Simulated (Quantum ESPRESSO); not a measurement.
## Si3AlC3N (input and log of a self-consistent run)

Computed values, not a measurement. The program is pw.x of Quantum ESPRESSO 7.5 (plane-wave density functional theory). The cell is made up: 8 atoms on a zincblende/diamond lattice, with randomly drawn elements, strain and displacements, not relaxed. PseudoDojo standard norm-conserving files (v0.5 for PBE, v0.4.1 for LDA and PBEsol) set the functional; there is no spin polarisation, spin-orbit coupling or dispersion term, and the masses in the input are unused placeholders.

Input:

```
&control calculation='scf', pseudo_dir='./dojo.nc.sr.pbe.v0_5.standard.upf', outdir='./o', disk_io='medium', tprnfor=.true., tstress=.true. /
&system ibrav=0, nat=8, ntyp=4, nbnd=22, ecutwfc=105.61755193, nosym=.true., tot_charge=0,
 occupations='smearing', smearing='fd', degauss=0.0018374661
/
&electrons conv_thr=7.350e-09, electron_maxstep=60, /
ATOMIC_SPECIES
Al 1.0 Al.upf
C 1.0 C.upf
N 1.0 N.upf
Si 1.0 Si.upf
CELL_PARAMETERS angstrom
4.5604 0.0569 0.0251
0.0569 4.4878 -0.0301
0.0251 -0.0301 4.462
ATOMIC_POSITIONS angstrom
Si 0.0352 -0.0007 0.0101
Al 0.0923 2.2191 2.2412
Si 2.2657 0.0064 2.2393
Si 2.3215 2.2767 0.029
C 1.219 1.1323 1.1093
C 1.1841 3.4013 3.3112
N 3.4119 1.1589 3.3769
C 3.4488 3.3972 1.1012
K_POINTS automatic
6 6 6 1 1 1
```

The log is shortened where brackets say so; the opening notice, blank lines, dates and the lines on written files are dropped, and the path of the files is cut. It prints rydbergs, bohrs and kilobars, and counts compression as positive stress. With no partly filled state, the Fermi energy that it prints is only some level between the filled and the empty states on the mesh, and need not lie in the true gap.

```
     Program PWSCF v.7.5
     Parallel version (MPI & OpenMP), running on       1 processor cores
     Number of MPI processes:                 1
     Threads/MPI process:                     1
     [start-up lines left out]
     bravais-lattice index     =            0
     lattice parameter (alat)  =       8.6187  a.u.
     unit-cell volume          =     616.1130 (a.u.)^3
     number of atoms/cell      =            8
     number of atomic types    =            4
     number of electrons       =        32.00
     number of Kohn-Sham states=           22
     kinetic-energy cutoff     =     105.6176  Ry
     charge density cutoff     =     422.4702  Ry
     scf convergence threshold =      7.3E-09
     mixing beta               =       0.7000
     number of iterations used =            8  plain     mixing
     Exchange-correlation= PBE
                           (   1   4   3   4   0   0   0)
     [axes and pseudopotential details left out]
   Cartesian axes
     site n.     atom                  positions (alat units)
         1        Si     tau(   1) = (   0.0077179  -0.0001535   0.0022145  )
         2        Al     tau(   2) = (   0.0202376   0.4865568   0.4914024  )
         3        Si     tau(   3) = (   0.4967743   0.0014033   0.4909858  )
         4        Si     tau(   4) = (   0.5090089   0.4991861   0.0063585  )
         5        C      tau(   5) = (   0.2672763   0.2482665   0.2432236  )
         6        C      tau(   6) = (   0.2596241   0.7457644   0.7260092  )
         7        N      tau(   7) = (   0.7480885   0.2540988   0.7404144  )
         8        C      tau(   8) = (   0.7561791   0.7448654   0.2414476  )
     number of k points=   108  Fermi-Dirac smearing, width (Ry)=  0.0018
     Number of k-points >= 100: set verbosity='high' to print them.
     Dense  grid:    90373 G-vectors     FFT dimensions: (  60,  60,  60)
     Estimated max dynamical RAM per process >     104.28 MB
     Initial potential from superposition of free atoms
     starting charge      31.9956, renormalised to      32.0000
     Starting wfcs are   32 randomized atomic wfcs
     total cpu time spent up to now is       19.5 secs
     per-process dynamical memory:    83.9 Mb
     Self-consistent Calculation
     iteration #  1     ecut=   105.62 Ry     beta= 0.70
     Davidson diagonalization with overlap
     ethr =  1.00E-02,  avg # of iterations =  3.4
     total cpu time spent up to now is       64.7 secs
     total energy              =     -86.35655859 Ry
     estimated scf accuracy    <       1.84559461 Ry
     iteration #  2     ecut=   105.62 Ry     beta= 0.70
     Davidson diagonalization with overlap
     ethr =  5.77E-03,  avg # of iterations =  2.0
     total cpu time spent up to now is      104.5 secs
     total energy              =     -86.93748702 Ry
     estimated scf accuracy    <       0.92801141 Ry
     iteration #  3     ecut=   105.62 Ry     beta= 0.70
     Davidson diagonalization with overlap
     ethr =  2.90E-03,  avg # of iterations =  2.0
     total cpu time spent up to now is      140.9 secs
     total energy              =     -87.06531790 Ry
     estimated scf accuracy    <       0.02349543 Ry
     iteration #  4     ecut=   105.62 Ry     beta= 0.70
     Davidson diagonalization with overlap
     ethr =  7.34E-05,  avg # of iterations =  7.3
     total cpu time spent up to now is      205.7 secs
     total energy              =     -87.08302793 Ry
     estimated scf accuracy    <       0.01273144 Ry
     iteration #  5     ecut=   105.62 Ry     beta= 0.70
     Davidson diagonalization with overlap
     ethr =  3.98E-05,  avg # of iterations =  2.2
     total cpu time spent up to now is      240.0 secs
     total energy              =     -87.08310440 Ry
     estimated scf accuracy    <       0.00579843 Ry
     [iterations 6 to 8 left out]
     iteration #  9     ecut=   105.62 Ry     beta= 0.70
     Davidson diagonalization with overlap
     ethr =  1.75E-08,  avg # of iterations =  3.7
     total cpu time spent up to now is      428.3 secs
     total energy              =     -87.08314107 Ry
     estimated scf accuracy    <       0.00000377 Ry
     iteration # 10     ecut=   105.62 Ry     beta= 0.70
     Davidson diagonalization with overlap
     ethr =  1.18E-08,  avg # of iterations =  2.1
     total cpu time spent up to now is      468.8 secs
     total energy              =     -87.08314141 Ry
     estimated scf accuracy    <       0.00000022 Ry
     iteration # 11     ecut=   105.62 Ry     beta= 0.70
     Davidson diagonalization with overlap
     ethr =  6.79E-10,  avg # of iterations =  3.3
     total cpu time spent up to now is      518.0 secs
     total energy              =     -87.08314153 Ry
     estimated scf accuracy    <       0.00000002 Ry
     iteration # 12     ecut=   105.62 Ry     beta= 0.70
     Davidson diagonalization with overlap
     ethr =  5.93E-11,  avg # of iterations =  2.3
     total cpu time spent up to now is      568.9 secs
     total energy              =     -87.08314153 Ry
     estimated scf accuracy    <       0.00000001 Ry
     iteration # 13     ecut=   105.62 Ry     beta= 0.70
     Davidson diagonalization with overlap
     ethr =  3.48E-11,  avg # of iterations =  2.0
     total cpu time spent up to now is      603.7 secs
     End of self-consistent calculation
     Number of k-points >= 100: set verbosity='high' to print the bands.
     the Fermi energy is     8.5969 ev
!    total energy              =     -87.08314153 Ry
     estimated scf accuracy    <          3.6E-10 Ry
     smearing contrib. (-TS)   =      -0.00000000 Ry
     internal energy E=F+TS    =     -87.08314153 Ry
     The total energy is F=E-TS. E is the sum of the following terms:
     one-electron contribution =      11.86470167 Ry
     hartree contribution      =      13.22101467 Ry
     xc contribution           =     -30.60737130 Ry
     ewald contribution        =     -81.56148656 Ry
     convergence has been achieved in  13 iterations
     Forces acting on atoms (cartesian axes, Ry/au):
     atom    1 type  4   force =    -0.02063927   -0.00638931    0.02354607
     atom    2 type  1   force =    -0.04562343    0.01118398   -0.01323283
     atom    3 type  4   force =     0.00978057   -0.01124993   -0.00877686
     atom    4 type  4   force =    -0.01687479    0.02175989   -0.00924391
     atom    5 type  2   force =     0.00663535   -0.03145483   -0.03461422
     atom    6 type  2   force =     0.05787634    0.01318592    0.04434180
     atom    7 type  3   force =     0.00391767   -0.02920252    0.01486588
     atom    8 type  2   force =     0.00492757    0.03216681   -0.01688594
     Total force =     0.121245     Total SCF correction =     0.000010
     Computing stress (Cartesian axis) and pressure
          total   stress  (Ry/bohr**3)                   (kbar)     P=     -126.64
  -0.00102794  -0.00033247  -0.00013658         -151.21      -48.91      -20.09
  -0.00033247  -0.00081633   0.00028139          -48.91     -120.09       41.39
  -0.00013658   0.00028139  -0.00073834          -20.09       41.39     -108.61
     init_run     :     18.85s CPU     19.39s WALL (       1 calls)
     electrons    :    563.63s CPU    584.18s WALL (       1 calls)
     forces       :      6.19s CPU      6.30s WALL (       1 calls)
     stress       :     22.96s CPU     23.24s WALL (       1 calls)
     [timing details left out]
     PWSCF        :  10m12.07s CPU  10m34.60s WALL
     JOB DONE.
```

In other units: free energy -1184.826 eV for the cell, pressure -12.66 GPa, largest force component 1.488 eV/Å. This run is the check on a run of the same cell at 1143 eV and a 4 x 4 x 4 mesh: rerunning at 1437 eV and a 6 x 6 x 6 mesh moved values by no more than 0.005 eV in energy, 0.02 GPa in stress and 0.002 eV/Å in force.